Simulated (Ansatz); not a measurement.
Al$_{2}$Au (fluorite or antifluorite type, space group No. 225), DFT-LDA in the program Ansatz with PAW potentials, all energies at zero smearing, with the estimated change up to a 700 eV cutoff added, with one set of potentials and settings (totals compare only within such a set). Cell of 3 atoms (2 Al, 1 Au): -13893.646 eV.

```tsv
element	reference phase	E (eV/atom)
Al	Fm-3m, 1 atoms in the cell	-512.8748
Au	Fm-3m, 1 atoms in the cell	-12866.3883
```

Formation energy per atom, worked out: (-13893.646 − 2×(-512.8748) − 1×(-12866.3883))/3 = -0.503 eV/atom (-49 kJ per mol of atoms), at 0 K, without zero-point energy or fitted corrections.

The LDA relaxation kept the symmetry of its start; of distortions, only those at the zone centre were tested. The references are the lowest solids computed at this level, not always the standard phases. Scalar-relativistic: spin–orbit coupling is off unless named, which matters more the heavier the elements.

Potentials: the earlier of the program's two PAW sets.
